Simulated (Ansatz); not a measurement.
Method: DFT PBE, scalar-relativistic, plane waves, PAW (Ansatz 0.2.0). All cells share a 420 eV cutoff and Γ-centred k meshes spaced at most about 0.3 Å⁻¹ (about 0.25 or finer for metals, 2π included). No spin polarisation in the final relaxations.

These are static total energies at zero pressure. All come from trial cells, and lower structures may exist.

Task: Order these relaxed structures of ScInS₃ by energy, lowest first, with the energy over the lowest of them.
A.

```xyz
5
Lattice="4.5105 0.0000 0.0000 0.0000 4.5105 0.0000 0.0000 0.0000 6.3140" Properties=species:S:1:pos:R:3 pbc="T T T"
Sc    2.2553    2.2553    3.0126
In    0.0000    0.0000    0.4730
S     2.2553    0.0000    1.7491
S     0.0000    2.2553    1.7491
S     0.0000    0.0000    4.3839
```

B.

```xyz
5
Lattice="3.2866 1.8975 3.3505 -3.2866 1.8975 3.3505 0.0000 -3.7950 3.3505" Properties=species:S:1:pos:R:3 pbc="T T T"
Sc    0.0000    0.0000    5.0257
In    0.0000    0.0000    0.0000
S     1.2089   -2.0939    5.0257
S    -2.4178    0.0000    5.0257
S     1.2089    2.0939    5.0257
```

C.

```xyz
10
Lattice="4.7028 0.0000 0.0000 0.0000 5.2275 0.0000 -1.8267 0.0000 9.8191" Properties=species:S:1:pos:R:3 pbc="T T T"
Sc    3.0508    2.6138    2.2639
Sc   -0.3749    2.6138    7.4007
In    0.8856    0.0000    0.2281
In    1.8995    0.0000    5.4694
S    -0.7595    2.6138    4.6889
S     1.4008    2.6138    0.1929
S     0.6598    2.6138    3.1255
S     1.9590    2.6138    6.7956
S     3.3051    0.0000    1.5347
S    -0.5218    0.0000    7.5765
```

D.

```xyz
5
Lattice="4.9802 0.0000 0.0000 0.0000 4.9802 0.0000 0.0000 0.0000 4.9802" Properties=species:S:1:pos:R:3 pbc="T T T"
Sc    2.4901    2.4901    2.4901
In    0.0000    0.0000    0.0000
S     2.4901    2.4901    0.0000
S     0.0000    2.4901    2.4901
S     2.4901    0.0000    2.4901
```

Result: C (0 meV/atom), A (129 meV/atom), B (259 meV/atom), D (357 meV/atom). Forms: C Pm; A P4mm; B R32; D cubic perovskite type, Pm-3m. Counting S atoms around In and Sc (those within 1.25 times the shortest such distance or 1.15 times the sum of covalent radii; the shortest distance is added where it exceeds 1.18 times the sum of covalent radii; a slash parts the counts of unlike sites): C has Sc 6, In 5/6 from 2.9 Å; A has Sc 4, In 5; B has Sc 3, In 6; D has Sc 6, In 12 from 3.5 Å. C holds S–S pairs (shortest 2.11 Å) (bonds between like non-metal atoms; other contacts aren't counted).

Cells relaxed within their symmetry can be saddle points. The Pm cell of ScInS3 came from shaking the Pm-3m one. Some candidate types were left out of the draw beforehand, so a known form may be missing.
